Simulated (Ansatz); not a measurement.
# Fields on a plane of CdS (wurtzite)

```xyz
4
Lattice="4.1962 0.0000 0.0000 -2.0981 3.6340 0.0000 0.0000 0.0000 6.8295" Properties=species:S:1:pos:R:3 pbc="T T T"
Cd     0.0000     2.4227     6.8238
Cd     2.0981     1.2113     3.4091
S      0.0000     2.4227     2.5654
S      2.0981     1.2113     5.9802
```

The slice is a (-1 1 0 2) plane (indices of the conventional cell) through the point (0.333, 0.667, 0.376) (fractional), spanned by u = [110] and v = [1 -1 1] in vectors of this cell: u (4.20 Å) and v (9.97 Å, at 90° to u). It covers one period; positions are fractions (u, v).

Atoms on it: S at (0.00, 0.00). Other atoms lie within 1 Å of the plane.

These are PBE (plane waves to 420 eV, PAW, scalar-relativistic; Ansatz, an electronic-structure program) values and carry that method's errors. k mesh 9×9×5. Inside the PAW spheres the values are not all-electron values, and peaks at nuclei hang on which shells count as valence. CdS was relaxed with its symmetry unable to fall.

```
|xxxxxx44777766777744xxxx|
|xxxxxx77887777778877xxxx|
|334477888888888888887744|
|888899999999999999999988|
|999999999999999999999999|
|999999999999999999999999|
|999999999999999999999999|
|999999999988888899999999|
|999999887766556677889999|
|999988774400000044778899|
|9999884400xxxxxx00448899|
|99997733xxxxxxxxxx337799|
|99887733xxxxxxxxxx337788|
|6677775500xxxxxx00557777|
|xx2266775511001155776622|
|xxxx447777776677777744xx|
|xxxx448899998899998844xx|
|xx2266889999999999886622|
|334466889999999999886644|
|112255779999999999775522|
|000044778899999988774400|
|000044778899999988774400|
|223355778899999988775533|
|556677889999999999887766|
|224477889999999999887744|
|xxxxxx77999988999977xxxx|
|xxxxxx44888888888844xxxx|
|xxxxxx22777777777722xxxx|
```
Scale: ten equal steps from -3.00 (start of '0') to 5.92 (end of '9'), in the order '0123456789'. Values: electrostatic potential energy of an electron, from the cell's mean, in eV. The map has 12 points along u (two characters each, u = 0 at the left) and 28 along v (v = 0 in the bottom row). Points within 1 Å of a nucleus are blanked (x), as the pseudised field means little there. Values under -3 eV are set to -3. The zero, the cell's mean, hangs on the PAW cores.

```
|xxxx@@%%==......==%%@@xx|
|@@@@@@##--......--##@@@@|
|@@%%##==..      ..==##%%|
|++++--..          ..--++|
|....                  ..|
|                        |
|                        |
|        ..........      |
|      ..............    |
|      ..............    |
|      ..::--==--::..    |
|........--==++==--......|
|====::..::==++==::..::==|
|%%##++....--==--....++##|
|@@@@%%==....::....==%%@@|
|@@@@@@**::......::**@@@@|
|@@@@@@**::      ::**@@@@|
|@@@@%%++::      ::++%%@@|
|++++==::..      ..::==++|
|........          ......|
|::......          ......|
|::::....          ....::|
|........          ......|
|----::..          ..::--|
|@@%%##++..      ..++##%%|
|@@@@@@##--..  ..--##@@@@|
|xxxx@@%%==..  ..==%%@@xx|
|xxxx@@@@++......++@@@@xx|
```
Scale: ten equal steps from 0.01 (start of ' ') to 0.87 (end of '@'), in the order ' .:-=+*#%@'. Values: electron localisation function (ELF). The map has 12 points along u (two characters each, u = 0 at the left) and 28 along v (v = 0 in the bottom row). Points within 0.5 Å of a nucleus are blanked (x), as the pseudised field means little there.
